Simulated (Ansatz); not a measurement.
TiC (rock salt), conventional cell a = b = c = 4.333 Å, α = β = γ = 90.00°. The calculation uses the primitive cell of 2 atoms, to which meshes and values per cell refer.

Two coordinates are scanned: the volume, and the ratio of the stretch along z (the conventional c axis) to the stretch across it. Atoms keep their fractional coordinates.

Computed with PBE (plane waves to 420 eV, PAW, scalar-relativistic; Ansatz, a quantum-chemistry and plane-wave program). k mesh 18×18×18 (Γ-centred), Fermi-Dirac smearing 0.05 eV. The energy includes the smearing's −TS. With partly filled bands, the response to shear is sensitive to the k mesh, so small differences along c/a are uncertain. TiC is run without spin polarisation. TiC was relaxed with its symmetry unable to fall. The last digit holds for this mesh only.

Changes of ΔE (meV/atom) from the point V/V₀ = 1.000, (c/a)/(c/a)₀ = 1.000 when one coordinate moves alone (two changes are said to add if the coupling is within 5 % of the smaller one, nearly so within 20 %):

| point | change |
|---|---|
| V/V₀ = 1.000, (c/a)/(c/a)₀ = 0.920 | 63.3 |
| V/V₀ = 1.000, (c/a)/(c/a)₀ = 0.960 | 14.4 |
| V/V₀ = 0.960, (c/a)/(c/a)₀ = 1.000 | 13.6 |
| V/V₀ = 0.980, (c/a)/(c/a)₀ = 1.000 | 3.3 |
| V/V₀ = 1.020, (c/a)/(c/a)₀ = 1.000 | 3.1 |
| V/V₀ = 1.040, (c/a)/(c/a)₀ = 1.000 | 11.9 |
| V/V₀ = 1.000, (c/a)/(c/a)₀ = 1.040 | 12.1 |
| V/V₀ = 1.000, (c/a)/(c/a)₀ = 1.080 | 45.2 |

Q: Do the two effects add at V/V₀ = 0.960, (c/a)/(c/a)₀ = 1.080? Give the computed change.

A: The sum of the single changes is 13.6 + (45.2) = 58.8; the calculation gives 66.1, so the coupling contributes 7.3 (over 20 % of the smaller single change, not additive).

Q: Do the two effects add at V/V₀ = 1.040, (c/a)/(c/a)₀ = 1.040? Give the computed change.

A: The sum of the single changes is 11.9 + (12.1) = 24.0; the calculation gives 22.3, so the coupling contributes -1.7 (under 20 % of the smaller single change, nearly additive).

(Under strain, the slope of the energy per volume gives the stress and its curvature an elastic modulus.)
